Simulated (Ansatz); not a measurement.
Polymorphs of MgTe, each relaxed with the program Ansatz at the HSE06 level (PAW):

A: zinc blende (F-43m)
a = b = c = 6.4639 Å, α = β = γ = 90.00°

```csv
atom,site,symmetry,x,y,z
Te,4c,-43m,0.2500,0.2500,0.2500
Mg,4a,-43m,0.0000,0.0000,0.0000
```

B: rock salt (Fm-3m)
a = b = c = 5.932 Å, α = β = γ = 90.00°

```tsv
atom	site	symmetry	x	y	z
Te	4a	m-3m	0.0000	0.0000	0.0000
Mg	4b	m-3m	0.5000	0.5000	0.5000
```

C: P4_2/mmc
a = b = 4.2362 Å, c = 7.7616 Å, α = β = γ = 90.00°

```csv
atom,site,symmetry,x,y,z
Mg,2c,mmm.,0.0000,0.5000,0.0000
Te,2e,-4m2,0.0000,0.0000,0.2500
```

Task: Rank these by energy per atom at 0 K (lowest first), as HSE06 gives it.

Result: A (+0 meV/atom), B (+71 meV/atom), C (+386 meV/atom)

Task: Give each one's gap.

Result: A 3.27 eV; B 1.08 eV; C 0.72 eV.

Constructed cells (a structure type filled with these elements, in neither database checked): C. Standing as an ambient phase not checked: B. All cells were relaxed under the symmetry of their starts (and spin orders); stability against distortions was not tested throughout. Scalar-relativistic: spin–orbit coupling is off unless named, which matters more the heavier the elements.

Potentials: the later of the program's two PAW sets.
